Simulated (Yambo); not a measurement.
Yambo run on Cs₂NaScF₆ (space group Fm-3m, No. 225). The wavefunctions come from this Quantum ESPRESSO step (LDA, PseudoDojo standard norm-conserving files, scalar-relativistic):

```
&CONTROL
  calculation = 'nscf'
  pseudo_dir = './pseudo'
  outdir = './out'
/
&SYSTEM
  ibrav = 0
  nat = 10
  ntyp = 4
  ecutwfc = 88.0
  ecutrho = 352.0
  occupations = 'fixed'
  force_symmorphic = .true.
  nbnd = 344
/
&ELECTRONS
  conv_thr = 1e-08
  diago_full_acc = .true.
  diago_thr_init = 1e-08
/
ATOMIC_SPECIES
F 18.9984 F.upf
Na 22.9898 Na.upf
Sc 44.9559 Sc.upf
Cs 132.9055 Cs.upf
CELL_PARAMETERS angstrom
  0.000000000000   4.496450000000   4.496450000000
  4.496450000000   0.000000000000   4.496450000000
  4.496450000000   4.496450000000   0.000000000000
ATOMIC_POSITIONS crystal
F   0.771440000000   0.228560000000   0.228560000000
F   0.228560000000   0.771440000000   0.771440000000
F   0.228560000000   0.771440000000   0.228560000000
F   0.771440000000   0.228560000000   0.771440000000
F   0.228560000000   0.228560000000   0.771440000000
F   0.771440000000   0.771440000000   0.228560000000
Na   0.500000000000   0.500000000000   0.500000000000
Sc   0.000000000000   0.000000000000   0.000000000000
Cs   0.750000000000   0.750000000000   0.750000000000
Cs   0.250000000000   0.250000000000   0.250000000000
K_POINTS automatic
2 2 2 0 0 0
```

Yambo input:

```
rim_cut
gw0
dyson
el_el_corr
HF_and_locXC
ppa
em1d
RandQpts= 1000000
RandGvec= 1 Ry
EXXRLvcs= 88 Ry
VXCRLvcs= 352 Ry
Chimod= "HARTREE"
% BndsRnXp
 3 | 342 |
%
NGsBlkXp= 8 Ry
% LongDrXp
 1.0 | 1.0 | 1.0 |
%
PPAPntXp= 27.2114 eV
% GbndRnge
 1 | 342 |
%
GTermKind= "BG"
DysSolver= "n"
ExtendOut
% QPkrange
 1 | 1 | 40 | 41 |
 2 | 2 | 40 | 41 |
%
```

k points by index: 1 = Γ, 2 = L.

Table of the .qp output:

```
#    K-point    Band    Eo [eV]    E [eV]    E-Eo [eV]    Vxc [eV]    Vnlxc [eV]    Sc|Eo [eV]    Sc|E [eV]    dSc/dw|Eo [eV]    Re(Z)    Im(Z)
#
    1    40    0.000000    -2.154476    -2.154476    -22.09610    -29.90250    5.098232    5.651919    -6.992611    0.795559    -0.001333
    1    41    6.785249    9.641418    2.856169    -18.32401    -10.19218    -4.669148    -5.275654    -5.777850    0.824853    -0.001682
    2    40    -0.087943    -2.243974    -2.156031    -21.64077    -29.28367    4.940239    5.486867    -6.898473    0.797755    -0.001352
    2    41    6.841369    9.706493    2.865124    -18.52975    -10.38503    -4.664380    -5.279588    -5.842385    0.823242    -0.001836
```
(The two width columns are left out.) Convergence of these settings isn't established.

Geometry of the Materials Project entry, not relaxed at this level.

The structure is a Materials Project entry; no match was found in the copy of COD used, and its stability was not checked.
